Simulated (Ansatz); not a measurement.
Structure search: one YNbN3 candidate

These are results of DFT PBE, scalar-relativistic, plane waves, PAW (Ansatz), not measurements. Cutoff 420 eV, Gaussian smearing, Γ-centred meshes. Cell and atoms relax first on a coarse mesh and then on a finer one. In between, the cell is made exact in the group found at 0.06 Å. In metals the finer mesh still leaves noise of several meV/atom or more. The steps can't lower the symmetry of their start. No spin polarisation.

The guess for YNbN3 was made by a generator: perovskite family, tilts a0a0c+ (P4/mbm, No. 127) (A site Y; B site Nb). Lengths were set from tabulated atomic sizes, so they are only a guess.

```cif
data_structure
_symmetry_space_group_name_H-M 'P4/mbm'
_symmetry_Int_Tables_number 127
_cell_length_a 5.9032
_cell_length_b 5.9032
_cell_length_c 4.1742
_cell_angle_alpha 90.000
_cell_angle_beta 90.000
_cell_angle_gamma 90.000
_cell_volume 145.46
loop_
_atom_site_label
_atom_site_type_symbol
_atom_site_symmetry_multiplicity
_atom_site_Wyckoff_symbol
_atom_site_fract_x
_atom_site_fract_y
_atom_site_fract_z
_atom_site_occupancy
Y1 Y 2 c 0.00000 0.50000 0.50000 1
Nb1 Nb 2 a 0.50000 0.50000 0.00000 1
N1 N 4 g 0.78139 0.28139 0.00000 1
N2 N 2 b 0.50000 0.50000 0.50000 1
```

The zero of energy is the elements' standard structures at the same level (N₂ as a molecule); no fitted shifts are applied.

Problem. Where does the relaxation end?

Solution. The symmetry stays P4/mbm (No. 127). The volume per atom shrinks by 13.9 %, from 14.5 to 12.5 Å³. The shortest distance goes from 2.09 Å (Nb–N) to 2.07 Å (Nb–N). The energy falls by about 0.18 eV/atom (the start's value is from the coarse mesh). Conventional cell: a = 5.447 Å, c = 4.219 Å. Y has 4 N at 2.42 Å, 4 N at 2.72 Å, 4 N at 3.41 Å and 8 Nb at 3.44 Å; Nb is surrounded by 6 N at 2.07–2.11 Å and 8 Y at 3.44 Å; N on a site of symmetry m2m is surrounded by 2 Nb at 2.07 Å, 1 N at 2.35 Å and 2 Y at 2.42 Å; N on a site of symmetry 4/m is surrounded by 2 Nb at 2.11 Å and 4 Y at 2.72 Å.

```cif
data_structure
_symmetry_space_group_name_H-M 'P4/mbm'
_symmetry_Int_Tables_number 127
_cell_length_a 5.4470
_cell_length_b 5.4470
_cell_length_c 4.2192
_cell_angle_alpha 90.000
_cell_angle_beta 90.000
_cell_angle_gamma 90.000
_cell_volume 125.18
loop_
_atom_site_label
_atom_site_type_symbol
_atom_site_symmetry_multiplicity
_atom_site_Wyckoff_symbol
_atom_site_fract_x
_atom_site_fract_y
_atom_site_fract_z
_atom_site_occupancy
Y1 Y 2 c 0.00000 0.50000 0.50000 1
Nb1 Nb 2 a 0.50000 0.50000 0.00000 1
N1 N 4 g 0.84740 0.34740 0.00000 1
N2 N 2 b 0.50000 0.50000 0.50000 1
```

Problem. How does it come out in energy, and is it a metal?

Solution. The formation energy is −0.85 eV/atom and the gap on the 8×8×10 mesh of the 10-atom cell is 0 eV (a metal).

A negative formation energy is needed for stability but isn't enough: competing phases decide.

The last run used Gaussian smearing of 0.10 eV. A structure relaxed within its symmetry needn't be a true minimum.
